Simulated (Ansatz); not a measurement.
LaSi$_{2}$Ir$_{2}$ in space group I4/mmm (No. 139; Si on 4e, Ir on 4d, La on 2a) under volume change, r²SCAN in the plane-wave PAW code Ansatz, shape and atoms relaxed at each volume.

```csv
V (Å³/atom),E − E(relaxed) (meV/atom),P (GPa)
16.071,82.2,18.31
16.600,34.1,11.01
17.130,8.0,4.98
17.660,0.0,0.00
18.190,6.9,-4.00
18.720,25.4,-7.06
```

Problem. What does a third-order Birch–Murnaghan fit give for V₀, B₀ and B′?

Solution. V₀ = 17.67 Å³/atom, B₀ = 146 GPa, B′ = 6.0.

The workflow started from an entry of the Crystallography Open Database (COD). Its standing as an ambient phase is unchecked. The r²SCAN relaxation kept the symmetry of its start; whether a distortion lowers the energy is not shown. The run is not spin-polarised. Spin–orbit coupling is left out wherever it is not named.

Potentials: the later of the program's two PAW sets.
